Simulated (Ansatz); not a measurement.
Relaxed-ion elastic tensor of TePt (NiAs type, P6_3/mmc) in GPa (Voigt order), the program Ansatz at the PBEsol level (PAW); density 12.53 g/cm³, 21.39 Å³ per atom.

```
 167   134   102   0.0   0.0   0.0
 134   167   102   0.0   0.0   0.0
 102   102   229   0.0   0.0   0.0
 0.0   0.0   0.0  14.1   0.0   0.0
 0.0   0.0   0.0   0.0  14.1   0.0
 0.0   0.0   0.0   0.0   0.0  16.3
```

Q: Is the crystal mechanically stable?

A: Yes: the smallest eigenvalue of C is 14.1 GPa.

Q: Work out the Voigt, Reuss and Hill averages.

A: K_V = 138, K_R = 137, K_H = 137; G_V = 23.8, G_R = 17.8, G_H = 20.8 GPa.

Q: Give Young's modulus, Poisson's ratio, Pugh's ratio and the universal anisotropy index.

A: E = 9KG/(3K + G) = 59.4 GPa; ν = 0.43; K/G = 6.61 (ductile by the Pugh limit of 1.75); A_U = 5G_V/G_R + K_V/K_R − 6 = 1.71.

Q: Estimate the sound speeds and the Debye temperature.

A: v_l = √((K + 4G/3)/ρ) = 3630 m/s, v_t = √(G/ρ) = 1290 m/s, mean 1460 m/s; Θ = (h/k)(3n/4πV)^(1/3) v_m = 157 K.

Q: Solve the Christoffel equation for the three sound speeds along x, y, z.

A: Eigenvalues of C_ijkl n_j n_l equal ρv². In km/s, slowest first: x 1.06, 1.14, 3.65; y 1.06, 1.14, 3.65; z 1.06, 1.06, 4.27.

Q: How much does each axis shrink under pressure?

A: Linear compressibilities β_i = Σ_j S_ij (j = 1 to 3): x 2.6, y 2.6, z 2.0 per TPa.

The workflow started from a Materials Project entry (that database holds measured and hypothetical structures alike); the Crystallography Open Database files this formula in space group No. 194, but the cells were not matched. Its standing as an ambient phase is unchecked. The PBEsol relaxation kept the symmetry of its start; its stability against distortions is not shown here. No spin polarisation was allowed. As this level gives no gap, shear constants depend on the k-mesh and smearing (Fermi–Dirac, 0.1 eV here). Spin–orbit coupling is left out wherever it is not named.

Potentials: the later of the program's two PAW sets.
